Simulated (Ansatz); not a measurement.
An Ansatz input and the part of its output that reports the observables at the nuclei.

The cell is a computed structure from the Materials Project (it need not be an observed phase), atoms as given.

```yaml
crystal:
  lattice:
    - [5.9178388204, 0.0, 0.0]
    - [0.0, 5.91811344, 0.0]
    - [-0.0019551199, 0.0, 8.3699169486]
  atoms:
    - { symbol: Ba, position: [0.75378867, 0.50690627, 0.49994749] }
    - { symbol: Ba, position: [0.24621133, 0.00690627, 0.50005251] }
    - { symbol: Sr, position: [0.75186245, 0.48955681, 8.574e-05] }
    - { symbol: Sr, position: [0.24813755, 0.98955681, 0.99991426] }
    - { symbol: Zr, position: [0.75031517, 0.99967232, 0.75482955] }
    - { symbol: Zr, position: [0.24968483, 0.49967232, 0.24517045] }
    - { symbol: Hf, position: [0.24967835, 0.49967476, 0.75466891] }
    - { symbol: Hf, position: [0.75032165, 0.99967476, 0.24533109] }
    - { symbol: O, position: [0.02089812, 0.76739578, 0.73607415] }
    - { symbol: O, position: [0.97910188, 0.26739578, 0.26392585] }
    - { symbol: O, position: [0.47819844, 0.23200361, 0.78078705] }
    - { symbol: O, position: [0.52180156, 0.73200361, 0.21921295] }
    - { symbol: O, position: [0.98279899, 0.2707669, 0.73607894] }
    - { symbol: O, position: [0.01720101, 0.7707669, 0.26392106] }
    - { symbol: O, position: [0.51783173, 0.72830158, 0.78080515] }
    - { symbol: O, position: [0.48216827, 0.22830158, 0.21919485] }
    - { symbol: O, position: [0.80344677, 0.00750942, 0.00159772] }
    - { symbol: O, position: [0.19655323, 0.50750942, 0.99840228] }
    - { symbol: O, position: [0.71607954, 0.99821254, 0.49779566] }
    - { symbol: O, position: [0.28392046, 0.49821254, 0.50220434] }
kpoints:
  mp_grid: { grid: [4, 4, 3] }
scf:
  occupations: { method: fermi_dirac, width: 0.02 }
hamiltonian:
  xc: pbe
  pseudopotentials: { kind: paw }
output:
  forces: true
  stress: true
  populations: true
  efg:
    quadrupole_moments_barn: { Ba: 0.236, Sr: 0.305, Zr: -0.176, Hf: 3.365, O: -0.02558 }
    contact_densities: true
  write_density: true
  write_potential: true
  elf: true
  volumetric_format: npy
```

```sh
ansatz run input.yaml --threads 1 --pin off --max-ram 2560MiB --backend cpu --events-out ev --progress --plain --runs-dir out
```

Of the output, the block on the nuclei alone is shown; the set-up, the SCF iterations, energies, forces and stress are cut. One atom of each set with nearly equal values is shown.

```
--- PAW observables at the nuclei: V_zz in 10²¹ V/m², potentials from the cell's mean, atoms counted from 1 ---
  atom   1  Ba V_zz =    -4.329984   η = 0.6636   by run symmetry: allowed   C_q = -24.7089 MHz
            electrostatic potential = -9626.389035 V   contact ρ = 2065457.245016 e/Å³
  atom   3  Sr V_zz =    -2.977664   η = 0.6493   by run symmetry: allowed   C_q = -21.9599 MHz
            electrostatic potential = -5512.657298 V   contact ρ = 401061.995899 e/Å³
  atom   5  Zr V_zz =    -0.496976   η = 0.4929   by run symmetry: allowed   C_q = +2.1150 MHz
            electrostatic potential = -5925.527932 V   contact ρ = 490529.921573 e/Å³
  atom   7  Hf V_zz =    -1.049044   η = 0.5632   by run symmetry: allowed   C_q = -85.3559 MHz
            electrostatic potential = -14177.108482 V   contact ρ = 7528594.397891 e/Å³
  atom   9  O  V_zz =    +0.730399   η = 0.2006   by run symmetry: allowed   C_q = -0.4518 MHz
            electrostatic potential = -627.607898 V   contact ρ = 2156.951965 e/Å³
  atom  11  O  V_zz =    -0.705545   η = 0.6819   by run symmetry: allowed   C_q = +0.4364 MHz
            electrostatic potential = -627.530446 V   contact ρ = 2156.903893 e/Å³
  atom  13  O  V_zz =    +0.737423   η = 0.2130   by run symmetry: allowed   C_q = -0.4561 MHz
            electrostatic potential = -627.608727 V   contact ρ = 2156.948484 e/Å³
  atom  15  O  V_zz =    -0.713143   η = 0.6599   by run symmetry: allowed   C_q = +0.4411 MHz
            electrostatic potential = -627.530152 V   contact ρ = 2156.906275 e/Å³
  atom  17  O  V_zz =    +0.694407   η = 0.8393   by run symmetry: allowed   C_q = -0.4295 MHz
            electrostatic potential = -627.598181 V   contact ρ = 2156.848169 e/Å³
  atom  19  O  V_zz =    +0.319273   η = 0.1753   by run symmetry: allowed   C_q = -0.1975 MHz
            electrostatic potential = -627.565693 V   contact ρ = 2157.015597 e/Å³
```

The run took 62 s of wall time (62 s of CPU time) and 0.97 GiB at its peak, on 1 thread of Intel Xeon 6975P-C (Granite Rapids) (x86_64; 48 cores open to the job, memory cap 2.5 GiB, no GPU), a shared host with a load of 0.5 a core.

The largest force is 0.4 eV/Å, so the atoms aren't at the calculated equilibrium and relaxing them would move these values. Without spin–orbit coupling the gradients at and beside Hf can be off by some per cent, at some sites by more.
